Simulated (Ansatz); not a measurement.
LiH (rock salt)

```
CELL_PARAMETERS angstrom
      0.00000     4.00544     4.00544
      2.00272     2.00272     4.00544
      2.00272     2.00272     0.00000
ATOMIC_POSITIONS crystal
  Li 0.00000 0.00000 0.00000
  Li 0.50000 0.00000 0.00000
  H  0.00000 0.50000 0.50000
  H  0.50000 0.50000 0.50000
```

A phonon eigenvector at X = (0.5, 0.5, 0.0) is frozen into this cell: atom i moves by Q times the vector below, so Q is the largest atomic displacement, in Å. The cell is held. It is one choice among 2 degenerate patterns. (q is in reciprocal vectors of the primitive cell; the cell shown is doubled to hold the pattern.)

```
atom      x       y      z
----  -----  ------  -----
Li1   0.000   0.024  0.000
Li2   0.000  -0.024  0.000
H3    0.000   1.000  0.000
H4    0.000  -1.000  0.000
```

Calculation: r2SCAN (plane waves to 500 eV, PAW, scalar-relativistic; Ansatz, an electronic-structure program). k mesh 14×14×14 (Γ-centred), Fermi-Dirac smearing 0.05 eV. The energy includes the smearing's −TS. LiH was relaxed with its symmetry unable to fall. The zero of ΔE is the undisplaced structure.

```json
[
 {"Q (Å)": "-0.1000", "ΔE (meV/cell)": "27.0"},
 {"Q (Å)": "-0.0833", "ΔE (meV/cell)": "18.7"},
 {"Q (Å)": "-0.0667", "ΔE (meV/cell)": "withheld"},
 {"Q (Å)": "-0.0500", "ΔE (meV/cell)": "6.7"},
 {"Q (Å)": "-0.0333", "ΔE (meV/cell)": "3.0"},
 {"Q (Å)": "-0.0167", "ΔE (meV/cell)": "0.7"},
 {"Q (Å)": "0.0000", "ΔE (meV/cell)": "0.0"},
 {"Q (Å)": "0.0167", "ΔE (meV/cell)": "0.7"},
 {"Q (Å)": "0.0333", "ΔE (meV/cell)": "3.0"},
 {"Q (Å)": "0.0500", "ΔE (meV/cell)": "6.7"},
 {"Q (Å)": "0.0667", "ΔE (meV/cell)": "withheld"},
 {"Q (Å)": "0.0833", "ΔE (meV/cell)": "18.7"},
 {"Q (Å)": "0.1000", "ΔE (meV/cell)": "27.0"}
]
```

### Question
Fit an even polynomial form (powers 2, 4) to the given rows and predict ΔE at Q = -0.0667.

### Answer
Least squares on the 11 given rows: ΔE = (2680)·Q² + (1998)·Q⁴, in meV/cell with Q in Å; root-mean-square residual 0.02 meV/cell. At -0.0667 the fit gives 12.0 meV/cell; the calculation gives 11.9 meV/cell, so the interpolation is off by 0.1 (+0.8 %). The quadratic term alone would give 11.9 meV/cell.

(A displaced cell: forces are minus the slopes of the energy, force constants its curvatures, and phonons follow from these.)
